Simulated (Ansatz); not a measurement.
**HgPt₃ (Pm-3m), clamped-ion strain scan**

Computed with DFT LDA, scalar-relativistic, plane waves, PAW in Ansatz 0.2.0. The runs took a 420 eV cutoff, a Γ-centred 12×12×12 mesh and Gaussian smearing (0.15 eV). Spin–orbit coupling is left out, which can shift energies with elements as heavy as these. No spin polarisation. Energies are free energies at this smearing, counted from the undisturbed cell; pressure is positive in compression.

Reference structure (relaxed at this level; with this scan's settings it stands at 0.1 GPa; it needn't be the usual structure):

```
Hg Pt
1.0
     3.97269    0.00000    0.00000
     0.00000    3.97269    0.00000
     0.00000    0.00000    3.97269
Hg Pt
1 3
Direct
  0.00000 0.00000 0.00000
  0.00000 0.50000 0.50000
  0.50000 0.50000 0.00000
  0.50000 0.00000 0.50000
```

The cell is strained by ε times the Voigt pattern (0, 1, 0, 0, 0, 0) (xx, yy, zz, yz, xz, xy; engineering shear) with fractional coordinates fixed. The cell is metallic on the mesh throughout.

Question: Over the sampled range (-0.1000 to 0.0750), is the undisturbed cell the lowest point?

Answer: Yes, every other sampled point lies higher.

The scan:

| ε | ΔE (meV/atom) |
| --- | --- |
| -0.1000 | 172.9 |
| -0.0500 | 39.4 |
| 0.0000 | 0.0 |
| 0.0250 | 8.2 |
| 0.0750 | 66.8 |